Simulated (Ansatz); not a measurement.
The cell below belongs to a search over invented structures; it isn't taken from experiment.

Input and command of a plane-wave DFT calculation in Ansatz:

```yaml
crystal:
  lattice:
    - [6.0369261924, 0.0, 0.0]
    - [0.0, 6.0369261924, 0.0]
    - [0.0, 0.0, 4.685365889]
  atoms:
    - { symbol: Be, position: [0.1662193379, 0.5, 0.0] }
    - { symbol: Be, position: [0.5, 0.8337806621, 0.5] }
    - { symbol: Be, position: [0.8337806621, 0.5, 0.0] }
    - { symbol: Be, position: [0.5, 0.1662193379, 0.5] }
    - { symbol: Cd, position: [0.5, 0.2270284376, 0.0] }
    - { symbol: Cd, position: [0.2270284376, 0.5, 0.5] }
    - { symbol: Cd, position: [0.5, 0.7729715624, 0.0] }
    - { symbol: Cd, position: [0.7729715624, 0.5, 0.5] }
    - { symbol: O, position: [0.0, 0.0, 0.75], spin: 0.5 }
    - { symbol: O, position: [0.0, 0.0, 0.25], spin: 0.5 }
basis:
  ecutwfc: 420
kpoints:
  mp_grid: { grid: [6, 6, 8] }
hamiltonian:
  xc: pbe
scf:
  occupations: { method: gaussian, width: 0.1 }
output:
  forces: true
  stress: true
  eigenvalues: true
  populations: true
magnetization:
  spin_polarized: true
relax:
  adjacent_minimum: "off"
  f_tol: 0.01
  max_steps: 80
  cell: { stress_tol: 0.05 }
```

```bash
ansatz run input.yaml --threads 1 --pin off --max-ram 2560MiB --backend cpu --events-out ev --progress --plain --runs-dir out
```

Processor: AMD EPYC 7R43 64-Core Processor (Zen 3), 1 thread, on a host shared with other jobs.

Question: Estimate time, memory and problem size.

Answer: About 9.8 min, peak memory 0.98 GiB. It solves 61 bands at 50 k points (after reduction by symmetry) with about 3395 plane waves (on the last cell), in 64 SCF iterations over 7 ionic steps.
